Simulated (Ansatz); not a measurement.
SrVO3 (cubic perovskite)

```
CELL_PARAMETERS angstrom
      3.85762     0.00000     0.00000
      0.00000     3.85762     0.00000
      0.00000     0.00000     3.85762
ATOMIC_POSITIONS crystal
  Sr 0.00000 0.00000 0.00000
  V  0.50000 0.50000 0.50000
  O  0.00000 0.50000 0.50000
  O  0.50000 0.50000 0.00000
  O  0.50000 0.00000 0.50000
```

The slice is a {100} plane (indices of the conventional cell) through the point (0.500, 0.000, 0.500) (fractional), spanned by u = [100] and v = [010] in vectors of this cell: u (3.86 Å) and v (3.86 Å, at 90° to u). It covers one period; positions are fractions (u, v).

Method: PBE (plane waves to 420 eV, PAW, scalar-relativistic; Ansatz, an electronic-structure program). k mesh 12×12×12. These are valence fields of a PAW run, semicore shells included where kept as valence: close to a nucleus they are smooth pseudo fields. SrVO3 is run without spin polarisation and with no Hubbard U. SrVO3 was relaxed with its symmetry unable to fall.

Three fields on this plane, each scaled to ten steps between its own extremes (0 low, 9 high; the total valence density on a logarithmic scale, the potential cut 8 eV below its top; x marks points blanked near nuclei; v = 0 in the bottom row):

Map A
```
|xxxxxxx9853100000000013589xxxxxx|
|xxxxxxx9752100000000012579xxxxxx|
|xxxxxx986310000000000013689xxxxx|
|xxxxxx974210000000000012479xxxxx|
|xxxxx97531000011111000013579xxxx|
|xxx886531100112333211001135688xx|
|55554332111123556553211112334555|
|22222111111346788876431111112222|
|21111111123578999998753211111111|
|xxx32101135799xxxxx99753110123xx|
|xxxxx2111369xxxxxxxxx9631112xxxx|
|xxxxxx21248xxxxxxxxxxx84212xxxxx|
|xxxxxx31258xxxxxxxxxxx85213xxxxx|
|xxxxxxx125xxxxxxxxxxxxx521xxxxxx|
|xxxxxxx125xxxxxxxxxxxxx521xxxxxx|
|xxxxxxx225xxxxxxxxxxxxx522xxxxxx|
|xxxxxxx125xxxxxxxxxxxxx521xxxxxx|
|xxxxxxx125xxxxxxxxxxxxx521xxxxxx|
|xxxxxx31258xxxxxxxxxxx85213xxxxx|
|xxxxxx21248xxxxxxxxxxx84212xxxxx|
|xxxxx2111369xxxxxxxxx9631112xxxx|
|xxx32101135799xxxxx99753110123xx|
|21111111123578999998753211111111|
|22222111111346788876431111112222|
|55554332111123556553211112334555|
|xxx886531100112333211001135688xx|
|xxxxx97531000011111000013579xxxx|
|xxxxxx974210000000000012479xxxxx|
|xxxxxx986310000000000013689xxxxx|
|xxxxxxx9752100000000012579xxxxxx|
|xxxxxxx9853100000000013589xxxxxx|
|xxxxxxx9863100000000013689xxxxxx|
```

Map B
```
|xxxxxxx8899998888888999988xxxxxx|
|xxxxxxx9899998888888999989xxxxxx|
|xxxxxx689999998888899999986xxxxx|
|xxxxxx789999999999999999987xxxxx|
|xxxxx67899999999999999999876xxxx|
|xxx345788999999999999999887543xx|
|00013467889999999999999887643100|
|00000245788999888889998875420000|
|00000014578888988898888754100000|
|xxx00001467776xxxxx67776410000xx|
|xxxxx0002456xxxxxxxxx6542000xxxx|
|xxxxxx00034xxxxxxxxxxx43000xxxxx|
|xxxxxx00013xxxxxxxxxxx31000xxxxx|
|xxxxxxx000xxxxxxxxxxxxx000xxxxxx|
|xxxxxxx000xxxxxxxxxxxxx000xxxxxx|
|xxxxxxx000xxxxxxxxxxxxx000xxxxxx|
|xxxxxxx000xxxxxxxxxxxxx000xxxxxx|
|xxxxxxx000xxxxxxxxxxxxx000xxxxxx|
|xxxxxx00013xxxxxxxxxxx31000xxxxx|
|xxxxxx00034xxxxxxxxxxx43000xxxxx|
|xxxxx0002456xxxxxxxxx6542000xxxx|
|xxx00001467776xxxxx67776410000xx|
|00000014578888988898888754100000|
|00000245788999888889998875420000|
|00013467889999999999999887643100|
|xxx345788999999999999999887543xx|
|xxxxx67899999999999999999876xxxx|
|xxxxxx789999999999999999987xxxxx|
|xxxxxx689999998888899999986xxxxx|
|xxxxxxx9899998888888999989xxxxxx|
|xxxxxxx8899998888888999988xxxxxx|
|xxxxxxx8899998888888999988xxxxxx|
```

Map C
```
|xxxxxxx8654211000001124568xxxxxx|
|xxxxxxx8653211000001123568xxxxxx|
|xxxxxx976432211111112234679xxxxx|
|xxxxxx875432221111122234578xxxxx|
|xxxxx87654332222222223345678xxxx|
|xxx987655433333444333334556789xx|
|99987765444444555554444445677899|
|98887665545556666666555455667888|
|99987665555677888887765555667899|
|xxx98766666789xxxxx98766666789xx|
|xxxxx9766778xxxxxxxxx8776679xxxx|
|xxxxxx87778xxxxxxxxxxx87778xxxxx|
|xxxxxx98889xxxxxxxxxxx98889xxxxx|
|xxxxxxx989xxxxxxxxxxxxx989xxxxxx|
|xxxxxxx989xxxxxxxxxxxxx989xxxxxx|
|xxxxxxx999xxxxxxxxxxxxx999xxxxxx|
|xxxxxxx989xxxxxxxxxxxxx989xxxxxx|
|xxxxxxx989xxxxxxxxxxxxx989xxxxxx|
|xxxxxx98889xxxxxxxxxxx98889xxxxx|
|xxxxxx87778xxxxxxxxxxx87778xxxxx|
|xxxxx9766778xxxxxxxxx8776679xxxx|
|xxx98766666789xxxxx98766666789xx|
|99987665555677888887765555667899|
|98887665545556666666555455667888|
|99987765444444555554444445677899|
|xxx987655433333444333334556789xx|
|xxxxx87654332222222223345678xxxx|
|xxxxxx875432221111122234578xxxxx|
|xxxxxx976432211111112234679xxxxx|
|xxxxxxx8653211000001123568xxxxxx|
|xxxxxxx8654211000001124568xxxxxx|
|xxxxxxx8654211000001124568xxxxxx|
```

**Question.** Assign the maps to these fields: electron localisation function (ELF); valence electron density; electrostatic potential energy of an electron, from the cell's mean.

**Answer.** A is the electron localisation function (ELF); B is the electrostatic potential energy of an electron, from the cell's mean; C is the valence electron density.
